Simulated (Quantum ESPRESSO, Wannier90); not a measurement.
## Tight-binding from DFT: TiS (P-6m2)

```yaml
crystal:
  lattice:
    - [3.26717, 0.00000, 0.00000]
    - [-1.63358, 2.82945, 0.00000]
    - [0.00000, 0.00000, 3.21706]
  atoms:
    - { symbol: Ti, position: [0.66667, 0.33333, 0.00000] }
    - { symbol: S, position: [0.00000, 0.00000, 0.50000] }
```

Structure: Materials Project mp-1018028, symmetrised, not relaxed again. Not found in the COD (Crystallography Open Database) copy used, which has the formula in other groups; not checked further. Level: PBEsol, no spin polarisation, no spin-orbit coupling; pw.x of Quantum ESPRESSO at 68 Ry with PseudoDojo potentials, 12×12×10 k-points, Wannier90. Density: 12×12×10 mesh, cold smearing 0.01 Ry. A non-magnetic state is assumed, with no Hubbard U on the 3d ions.

Base run: 8 functions from bands 6-22 of the 22 computed, start hydrogen-like Ti: d; S: p, centres 0.05 Å off the atoms, frozen window up to 1.50 eV relative to the Fermi level, outer window open. Rows change the key named; with other orbitals the number of functions and the frozen window follow, as listed; window edges are relative to the Fermi level. The misfit compares interpolated bands with pw.x on a high-symmetry path, for states up to 1.0 eV relative to the Fermi level. Converged means that the tolerances were met: symmetric starts can stop on a saddle, which shows as a larger Ω_OD at equal Ω_I and can move the misfit too.

```json
[
 {"setting": "base", "functions": "8", "frozen to (eV)": "1.50", "Ω_I (Å²)": "10.61", "Ω_D (Å²)": "0.05", "Ω_OD (Å²)": "0.80", "rms misfit (meV)": "0.9", "worst (meV)": "7.7", "ended": "converged"}
]
```

Starting from this base row, predict which settings stop with an error, and how Ω_I and the misfit move in the others: only the lowest 10 of the kept bands; only the lowest 12 of the kept bands; only the lowest 14 of the kept bands; dis_mix_ratio = 0.2.


```
setting                               functions  frozen to (eV)  Ω_I (Å²)  Ω_D (Å²)  Ω_OD (Å²)  rms misfit (meV)  worst (meV)      ended
------------------------------------  ---------  --------------  --------  --------  ---------  ----------------  -----------  ---------
only the lowest 10 of the kept bands          8            1.50     11.39      0.06       0.87               0.6          5.3  converged
only the lowest 12 of the kept bands          8            1.50     10.87      0.05       0.80               0.8          6.9  converged
only the lowest 14 of the kept bands          8            1.50     10.68      0.05       0.79               0.8          7.2  converged
dis_mix_ratio = 0.2                           8            1.50     10.61      0.05       0.80               0.9          7.8  converged
```
